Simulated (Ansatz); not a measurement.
V:
```
V
1.0
    0.00000     2.68079     2.68079
    2.68079     0.00000     2.68079
    2.68079     2.68079     0.00000
V
2
Direct
  0.00000   0.00000   0.00000
  0.25000   0.25000   0.25000
```
Starting moments (μB, in the order of the atoms V V): 1.8 1.8.

Relaxed with PBEsol. Special points in fractions of this cell's reciprocal vectors: Γ (0.000, 0.000, 0.000); X (0.500, 0.000, 0.500); U (0.625, 0.250, 0.625); K (0.375, 0.375, 0.750); L (0.500, 0.500, 0.500); W (0.500, 0.250, 0.750).

**Question.** List the band energies nearest the Fermi level at these points for PBEsol in the plane-wave PAW code Ansatz.

**Answer.** In eV from the Fermi level; about four levels below and three above (degenerate sets whole), none deeper than 8.9 eV; points with the same levels are listed once.

| k | below | above |
|---|---|---|
| Γ ↑ | -1.70 -1.70 -1.49 -1.49 -1.49 | 0.66 0.66 0.66 |
| X ↑ | -1.41 -1.41 -0.69 -0.69 | 0.52 0.52 2.53 2.53 |
| U ↑ | -1.65 -1.22 -0.80 -0.18 | 0.06 0.42 2.37 |
| L ↑ | -1.62 -1.62 -1.49 -1.49 -0.56 | 1.52 1.52 2.35 2.35 |
| W ↑ | -0.45 -0.45 -0.05 -0.05 | 2.86 2.86 3.62 3.62 |
| Γ ↓ | -4.85 -0.59 -0.59 | 0.21 0.21 0.21 |
| X ↓ | -1.77 -1.77 | 0.33 0.33 0.77 0.77 |
| U ↓ | -1.81 -1.45 -0.12 | 0.32 0.79 1.25 |
| L ↓ | -1.45 -1.29 -0.54 -0.54 | 0.20 0.20 0.94 |
| W ↓ | -1.68 -1.68 | 0.45 0.45 1.02 1.02 |

Space group Fd-3m (diamond). The start of the workflow was typed in or built on a structure type; neither database checked (COD, Materials Project) lists it. It is not the phase usual at ambient conditions (space group No. 229). The PBEsol relaxation kept the symmetry of its start; its stability against distortions is not shown here. Spin order of the final state: ferromagnetic, chosen from 4 collinear starts compared on coarse meshes (ties went to the first, and starts can fall back to one state), not a proven ground state.

Potentials: the later of the program's two PAW sets.
